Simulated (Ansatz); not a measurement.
Ansatz (a program for electronic structure) input:

Ansatz 0.2 input:
```yaml
crystal:
  lattice:
    - [0.0, 2.2453562003, 2.2453562003]
    - [2.2453562003, 0.0, 2.2453562003]
    - [2.2453562003, 2.2453562003, 0.0]
  atoms:
    - { symbol: B, position: [0.0, 0.0, 0.0] }
    - { symbol: P, position: [0.75, 0.75, 0.75] }
kpoints:
  mp_grid: { grid: [11, 11, 11] }
hamiltonian:
  xc: lda
  pseudopotentials: { azcp: { folder: ./paw }, kind: paw }
scf:
  occupations: { method: fixed }
phonons:
  method: dfpt
  response_accuracy: low
  eigenvectors: true
  rigid_motions: translations
  dielectric: true
  raman: true
```

Output (shortened):

```
Pseudopotential: B, paw, valence charge 3
Pseudopotential: P, paw, valence charge 5
Functional definition: SPW92
Crystal: 2 atoms, lattice volume = 22.640 Å³
Basis set: ecut = 420 eV, 459 PW (Γ), exchange–correlation on 48×48×48 points (8 copies of the dense FFT grid, shifted against one another)
Bands: 8, of which v1, the nominal top of the filled ones, is band 4 counted from 1 (3 counted from 0)
Symmetry: 24 space group operations
k-points: 216 of 1331 (irreducible under 4 space group operations, time reversal used)
SCF iter   1: F=—  HF=-877.483693 eV  |F-HF|=—  |Δ(HF+E_count)|=         —  Δρ=9.63e-2  dr2=2.35e0  ethr=3.10e-3  ⟨swp⟩=5.1  Hψ=12668  notcnv=0  defer=405
preconditioner: auto → none
SCF iter   2: F=—  HF=-876.694466 eV  |F-HF|=—  |Δ(HF+E_count)|=   7.89e-1  Δρ=3.00e-2  dr2=1.56e-1  ethr=3.10e-3  ⟨swp⟩=2.4  Hψ=4815  notcnv=0  defer=378
SCF iter   3: F=—  HF=-876.642808 eV  |F-HF|=—  |Δ(HF+E_count)|=   5.17e-2  Δρ=1.13e-2  dr2=1.82e-2  ethr=1.95e-3  ⟨swp⟩=3.0  Hψ=3047  notcnv=0  defer=409
SCF iter   4: F=—  HF=-876.637392 eV  |F-HF|=—  |Δ(HF+E_count)|=   5.42e-3  Δρ=1.58e-3  dr2=2.63e-4  ethr=2.27e-4  ⟨swp⟩=3.0  Hψ=3033  notcnv=0  defer=419
SCF iter   5: F=—  HF=-876.637337 eV  |F-HF|=—  |Δ(HF+E_count)|=   5.51e-5  Δρ=6.07e-5  dr2=3.21e-7  ethr=3.29e-6  ⟨swp⟩=3.0  Hψ=2695  notcnv=0  defer=419
SCF iter   6: F=—  HF=-876.637338 eV  |F-HF|=—  |Δ(HF+E_count)|=   1.82e-7  Δρ=1.20e-5  dr2=1.51e-8  ethr=4.01e-9  ⟨swp⟩=2.3  Hψ=2567  notcnv=0  defer=403
SCF iter   7: F=-876.637338 eV  HF=-876.637338 eV  |F-HF|=5.68e-11  |Δ(HF+E_count)|=   2.42e-9  Δρ=5.48e-7  dr2=8.86e-11  ethr=1.25e-12  ⟨swp⟩=9.6  Hψ=15202  notcnv=0
SCF 1 converged in 7 iterations: F = -876.637338 eV  dr2 = 8.86e-11
NSCF: frozen V_eff on 6 k-points
DFPT response loops at Γ: preconditioner auto → none (the input reference at scf.mixing.eps_inf says where Resta's filter doesn't serve); β = 0.50 …
── the response to a field inside a basis, on 12×12×12 k-points: an SCF that follows is theirs, and a resumed run solves both again ──
Crystal: 2 atoms, lattice volume = 22.640 Å³
Bands: 5, of which v1, the nominal top of the filled ones, is band 4 counted from 1 (3 counted from 0)
k-points: 182
SCF iter   1: F=—  HF=-876.637642 eV  |F-HF|=—  |Δ(HF+E_count)|=         —  Δρ=1.24e-4  dr2=4.07e-7  ethr=1.00e-1
preconditioner: auto → none
SCF iter   2: F=—  HF=-876.637643 eV  |F-HF|=—  |Δ(HF+E_count)|=   5.18e-7  Δρ=6.24e-5  dr2=1.04e-7  ethr=5.09e-9
SCF iter   3: F=—  HF=-876.637643 eV  |F-HF|=—  |Δ(HF+E_count)|=   1.77e-7  Δρ=1.82e-6  dr2=9.58e-10  ethr=1.30e-9
SCF iter   4: F=-876.637643 eV  HF=-876.637643 eV  |F-HF|=1.36e-12  |Δ(HF+E_count)|=  3.18e-10  Δρ=3.34e-7  dr2=8.16e-12  ethr=1.20e-11
SCF 1 converged in 4 iterations: F = -876.637643 eV  dr2 = 8.16e-12
DFPT response loops at Γ: mixed as the last ones told, above
DFPT response loops at Γ: mixed as the last ones told, above
SCF converged after 7 iterations
Free energy (F): -876.637338 eV
Harris-Foulkes:  -876.637338 eV  (|F-HF|=5.68e-11)
Internal energy: -876.637338 eV  (E = F + TS)
E sigma→0 (E₀):  -876.637338 eV
Fermi energy:    9.464635 eV
--- Per-component energies (eV) ---
  E_band       = 23.050327
  E_kinetic    = 122.412825
  E_local      = -61.170231  (includes V_loc(G=0)·N_el)
  E_nonlocal   = 41.765944
  E_hartree    = 16.687943
  E_xc         = -106.571438
  E_vxc        = -102.019577  (∫ρ·V_xc dr)
  E_paw        = -601.427806  (= ΣΔE_a)
  E_vpaw       = -11.314455  (= ΣTr[D̂ρ^β])
  E_aug_tail   = 0.000009  (compensation charges beyond the density's cutoff)
  E_ewald      = -288.497769
  E_core_change = 0.163186  (= ΣΔE_core)
  E_smearing   =  0.000000  (= −TS)
  E_closure    = 0.000000  (closes the sum)
  Σ components = -876.637338   (vs F -876.637338, Δ=0.00e0)
  [band-id]    e_kinetic+e_local+e_nonlocal+2·e_hartree+e_vxc+e_vpaw+e_augmentation_tail = 23.050399   (vs E_band 23.050327, Δ=7.18e-5)
--- Band table (eV; the first three rows and the last of 216) ---
  k-point 0: bands = ["-6.2092", "9.4646", "9.4646", "9.4646", "12.8902", "12.8902", "12.8902", "17.2892"]
  k-point 1: bands = ["-6.0566", "8.3432", "9.2098", "9.2098", "13.2422", "13.2422", "13.2955", "17.6886"]
  k-point 2: bands = ["-5.6033", "6.2230", "8.6986", "8.6986", "13.5802", "13.9138", "13.9138", "18.6026"]
  k-point 215: bands = ["-2.8220", "2.4770", "3.6591", "7.1592", "12.9386", "16.4467", "17.6192", "18.6806"]
--- Phonons (Γ-DFPT): 2 representative perturbations + reference, on 216 of 1331 k-points (Σ response iterations 4) ---
  ASR residual: 2.726e-4 → 0.000e0 eV/Å²; symmetrization residual: 1.529e-6 eV/Å²
  ASR residual per site (eV/Å²): 1.30e-4 2.73e-4
  Γ frequencies (cm⁻¹): 0.00 0.00 0.00 820.84 820.84 820.84
  ε∞ (high-frequency dielectric tensor):
        9.184102     0.000000     0.000000
        0.000000     9.184102     0.000000
        0.000000     0.000000     9.184102
  ε⁰ (static dielectric tensor: ions relaxed, cell fixed):
        9.348953     0.000000     0.000000
        0.000000     9.348953     0.000000
        0.000000     0.000000     9.348953
  ε⁰ − ε∞ (ionic part):
        0.164851     0.000000     0.000000
        0.000000     0.164851     0.000000
        0.000000     0.000000     0.164851
  softest optical mode at Γ: 820.84 cm⁻¹; the repairs (sum rule, projections) moved no ω² at Γ by more than (1.87 cm⁻¹)²
  Born effective charges Z* (e; rows j = field, columns β = displacement):
    site 0:
        -0.63994    0.00000    0.00000
         0.00000   -0.63994    0.00000
         0.00000    0.00000   -0.63994
    site 1:
         0.63994    0.00000    0.00000
         0.00000    0.63994    0.00000
         0.00000    0.00000    0.63994
  Z* charge neutrality: 9.628e-5 e pre-enforcement
  solved inside a basis spanned on kpoints, on 12×12×12 k-points transformed towards the longest dipole …
  Raman tensors (in the event stream and the table raman_tensors.tsv) …
  optical modes at Γ without the LO–TO term, one row a degenerate level:
      ω (cm⁻¹)  modes    IR ((D/Å)²/amu)  static Raman (Å⁴/amu)  depolarisation
        820.84      3             3.5372               783.0438           0.750
  optical modes at Γ + LO–TO along q̂ = [1.0000, 0.0000, 0.0000]:
      ω (cm⁻¹)  modes    IR ((D/Å)²/amu)  static Raman (Å⁴/amu)  depolarisation
        820.84      2             2.3581               522.0292           0.750
        828.17      1             1.1791               287.7784           0.750
  optical modes at Γ + LO–TO along q̂ = [0.0000, 1.0000, 0.0000]:
      ω (cm⁻¹)  modes    IR ((D/Å)²/amu)  static Raman (Å⁴/amu)  depolarisation
        820.84      2             2.3581               522.0292           0.750
        828.17      1             1.1791               287.7784           0.750
  optical modes at Γ + LO–TO along q̂ = [0.0000, 0.0000, 1.0000]:
      ω (cm⁻¹)  modes    IR ((D/Å)²/amu)  static Raman (Å⁴/amu)  depolarisation
        820.84      2             2.3581               522.0292           0.750
        828.17      1             1.1791               287.7784           0.750
```

Cost: roughly 50 core-seconds on shared cores.

Space group F-43m (zinc blende). The cell was relaxed with LDA under the symmetry of its start; phonons on a q-mesh show no instability.

Potentials: the earlier of the program's two PAW sets.

Ansatz is a plane-wave DFT program.
